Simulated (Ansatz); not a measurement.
Relaxed ZrC (rock salt):

```
CELL_PARAMETERS angstrom
      0.00000     4.71144     4.71144
      2.35572     0.00000     2.35572
      2.35572     2.35572     0.00000
ATOMIC_POSITIONS crystal
  C  0.00000 0.00000 0.00000
  C  0.50000 0.00000 0.00000
  Zr 0.25000 0.50000 0.50000
  Zr 0.75000 0.50000 0.50000
```

The atoms are displaced by Q × the pattern below (from a DFPT mode at L = (0.5, 0.0, 0.0), largest move 1; Q in Å), at fixed cell. (q is in reciprocal vectors of the primitive cell; the cell shown is doubled to hold the pattern.)

```tsv
atom	x	y	z
C1	0.577	-0.577	-0.577
C2	-0.577	0.577	0.577
```

Atoms not listed stay in place.

Computed with r2SCAN (plane waves to 500 eV, PAW, scalar-relativistic; Ansatz, a program for electronic structure). k mesh 17×17×17 (Γ-centred), Fermi-Dirac smearing 0.05 eV. With partly filled bands, energies and forces of such displacements shift with the k mesh and the smearing. ZrC is run without spin polarisation. ZrC was relaxed with its symmetry unable to fall. 

```csv
Q (Å),−dE/dQ from forces (eV/Å)
-0.100,3.975
-0.083,3.318
-0.067,2.659
-0.050,1.996
-0.033,1.332
-0.017,0.666
0.000,0.000
0.017,-0.666
0.033,-1.332
0.050,-1.996
0.067,-2.659
0.083,-3.318
0.100,-3.975
```

Problem. What harmonic wavenumber does the curvature at Q = 0 give?

Solution. 673 cm⁻¹. E″ = 39.99 eV/Å², M = Σ mᵢ|uᵢ|² = 24.0 u, ν̃ = 521.5·√(|E″|/M).

(A displaced cell: forces are minus the slopes of the energy, force constants its curvatures, and phonons follow from these.)
